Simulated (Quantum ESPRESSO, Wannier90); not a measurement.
**Wannier functions of LiTaF$_{6}$ (R-3)**

```
begin unit_cell_cart
ang
   -2.5846700518    4.4767798505    0.0000000000
   -5.1693401036    0.0000000000    0.0000000000
   -2.5846700518    1.4922599502    4.5260000000
end unit_cell_cart
begin atoms_frac
Li   0.5000000000  0.5000000000  0.5000000000
Ta   0.0000000000  0.0000000000  0.0000000000
F   -0.3503300000 -0.1390300000  0.2439730000
F    0.3503300000  0.1390300000 -0.2439730000
F   -0.1390300000  0.2453870000  0.2439730000
F    0.1390300000 -0.2453870000 -0.2439730000
F    0.2453870000 -0.3503300000  0.2439730000
F   -0.2453870000  0.3503300000 -0.2439730000
end atoms_frac
```

Structure: Materials Project mp-1080679, symmetrised, not relaxed again. Not found in the COD (Crystallography Open Database) copy used; not checked further. Level: PBEsol, no spin polarisation, no spin-orbit coupling; pw.x of Quantum ESPRESSO at 68 Ry with PseudoDojo potentials, 4×4×4 k-points, Wannier90. Density: 8×8×8 mesh, cold smearing 0.01 Ry. Spin-orbit coupling is left out although heavy elements are present.

Bands 30-32 form an isolated set from 6.46 to 6.63 eV relative to the valence-band maximum (on the path) and are turned into 3 Wannier functions by minimising the spread from the start: SCDM (isolated).

Question: Where do the functions sit, how wide are they and what are they made of?

Answer: 
```csv
functions,spread (Å²),"nearest atom, distance (Å)","second atom, distance (Å)",weight on atomic waves
3,1.76,Ta 0.00,F 1.91,"Ta 5d 72 %, F 2p 24 %"
```

Ω_I = 5.28 Å², Ω_total = 5.28 Å²; the interpolated bands follow pw.x to 0.2 meV rms on the path. Only this start was tried; a symmetric start can stop on a saddle, and mixtures of these functions could lower the total by at most Ω_total − Ω_I.
